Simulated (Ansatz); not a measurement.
Li (bcc, W type)

```xyz
2
Lattice="-3.4352 3.4352 3.4352 0.0000 0.0000 3.4352 0.0000 3.4352 0.0000" Properties=species:S:1:pos:R:3 pbc="T T T"
Li     0.0000     0.0000     0.0000
Li    -1.7176     1.7176     1.7176
```

The atoms are displaced by Q × the pattern below (from a DFPT mode at H = (0.5, 0.5, 0.5), largest move 1; Q in Å), at fixed cell. It is one choice among 3 degenerate patterns. (q is in reciprocal vectors of the primitive cell; the cell shown is doubled to hold the pattern.)

```json
[
 {"atom": "Li1", "x": "0.000", "y": "0.000", "z": "-1.000"},
 {"atom": "Li2", "x": "0.000", "y": "0.000", "z": "1.000"}
]
```

Method: PBE (plane waves to 420 eV, PAW, scalar-relativistic; Ansatz, an electronic-structure program). k mesh 19×19×19 (Γ-centred), Fermi-Dirac smearing 0.05 eV. The energy includes the smearing's −TS. With partly filled bands, energies and forces of such displacements shift with the k mesh and the smearing. Li was relaxed with its symmetry unable to fall. ΔE is measured from the undisplaced structure. The last digit holds for this mesh only.

| Q (Å) | ΔE (meV/cell) |
|---|---|
| -0.1000 | 27.72 |
| -0.0833 | 19.30 |
| -0.0667 | 12.38 |
| -0.0500 | withheld |
| -0.0333 | 3.10 |
| -0.0167 | 0.78 |
| 0.0000 | 0.00 |
| 0.0167 | 0.78 |
| 0.0333 | 3.10 |
| 0.0500 | withheld |
| 0.0667 | 12.38 |
| 0.0833 | 19.30 |
| 0.1000 | 27.72 |

Q: Fit an even polynomial form (powers 2, 4) to the given rows and predict ΔE at Q = -0.0500.

A: Least squares on the 11 given rows: ΔE = (2796)·Q² + (-2351)·Q⁴, in meV/cell with Q in Å; root-mean-square residual 0.008 meV/cell. At -0.0500 the fit gives 6.98 meV/cell; the calculation gives 6.98 meV/cell, the same to the digits shown. The quadratic term alone would give 6.99 meV/cell.

(For displaced atoms, the force is minus the slope of the energy, and its curvature is a force constant, which sets phonon frequencies.)
